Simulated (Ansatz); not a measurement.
The start is a generated cell, Rh placed in the beta-Sn structure type. Cell shape, volume and atoms are optimised at zero target pressure with PBE (plane waves to 420 eV, PAW, scalar-relativistic; Ansatz, a quantum-chemistry and plane-wave program). The first steps use a coarse 14×14×14 k-mesh.

Initial structure:
```
Rh
1.0
   -2.36332     2.36332     1.28945
    2.36332    -2.36332     1.28945
    2.36332     2.36332    -1.28945
Rh
2
Direct
  0.75000   0.25000   0.50000
  0.00000   0.00000   0.00000
```

Question: How do the shortest distances between atoms change?

Answer: The closest pairs of elements (up to four, under 3.6 Å), start → end: Rh–Rh 2.45 → 2.49 Å.

Question: What band gap does the relaxed structure have at this level?

Answer: No gap (metallic).

Question: Write out the relaxed structure.

Answer: 
```cif
data_Rh4
_chemical_formula_sum 'Rh4'
_space_group_name_H-M_alt 'I41/amd :1'
_space_group_IT_number 141
_space_group_name_Hall 'I 4bw 2bw -1bw'
_cell_length_a 4.78842
_cell_length_b 4.78842
_cell_length_c 2.72282
_cell_angle_alpha 90.000
_cell_angle_beta 90.000
_cell_angle_gamma 90.000
loop_
_atom_site_label
_atom_site_type_symbol
_atom_site_symmetry_multiplicity
_atom_site_Wyckoff_symbol
_atom_site_fract_x
_atom_site_fract_y
_atom_site_fract_z
_atom_site_occupancy
Rh1 Rh 4 a 0.00000 0.00000 0.00000 1
```
(The calculation used a cell of 2 atoms; values per cell refer to that cell.)

The space group stays I4₁/amd (No. 141) (the run could not lower it); the end is AFLOW prototype A_tI4_141_a (A5, as in Sn), with 2 atoms in the primitive cell. Final values are on a 19×19×19 k-mesh of the relaxed cell. No spin polarisation in the result.

The run could not lose the symmetry of its start: the end is stationary, and may be a saddle point rather than a minimum.

All atoms sit on sites fixed by symmetry, so only the cell could relax.

The relaxed structure here is a generated cell of Rh: the first start was made by placing the elements on the sites of a structure type, and the end was not matched to a known phase here, so it may be hypothetical. Known forms of Rh include space group No. 225.
